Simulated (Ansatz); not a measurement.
**Property card for Cs**

Cs:
```cif
data_Cs4
_chemical_formula_sum 'Cs4'
_space_group_name_H-M_alt 'Fm-3m'
_space_group_IT_number 225
_space_group_name_Hall '-F 4 2 3'
_cell_length_a 7.29401
_cell_length_b 7.29401
_cell_length_c 7.29401
_cell_angle_alpha 90.000
_cell_angle_beta 90.000
_cell_angle_gamma 90.000
loop_
_atom_site_label
_atom_site_type_symbol
_atom_site_symmetry_multiplicity
_atom_site_Wyckoff_symbol
_atom_site_fract_x
_atom_site_fract_y
_atom_site_fract_z
_atom_site_occupancy
Cs1 Cs 4 a 0.00000 0.00000 0.00000 1
```
(The calculation used a cell of 1 atom; values per cell refer to that cell.)

Space group Fm-3m (No. 225), fcc (Cu type); conventional cell a = b = c = 7.2940 Å, α = β = γ = 90.00°.

Method: the program Ansatz at the LDA level (PAW). Structure relaxed to zero pressure with the same functional. Other levels are named where they apply.

Cell and energy:

```
Item                 Result
---------------  ----------
Volume per atom    97.02 Å³
Density          2.27 g/cm³
```

Electronic structure:

```
Property                                                                   Result
------------------------------------  -------------------------------------------
Electronic character                                            metallic (no gap)
Density of states at the Fermi level  1.3 states/eV per atom (mean over ±0.08 eV)
```

Mechanics:

```
Property                                                                      Result
--------------------------------------------  --------------------------------------
Elastic constants (relaxed ions, GPa)                C11 = 2.7, C12 = 2.2, C44 = 1.8
Mechanical stability                          stable (all eigenvalues of C positive)
Hill bulk and shear moduli                                           2.4 and 0.9 GPa
Young's modulus                                                              2.3 GPa
Poisson's ratio                                                                 0.34
Debye temperature from the elastic constants                                  45.0 K
```

The workflow started from a Materials Project entry (that database holds measured and hypothetical structures alike); the Crystallography Open Database files this formula in space group No. 225, but the cells were not matched. It is not the phase usual at ambient conditions (space group No. 229). Symmetry was held in the LDA relaxation; its stability against distortions is not shown here. As this level gives no gap, shear constants depend on the k-mesh and smearing (Fermi–Dirac, 0.1 eV here). Scalar-relativistic: spin–orbit coupling is off unless named, which matters more the heavier the elements.

Potentials: the earlier of the program's two PAW sets.
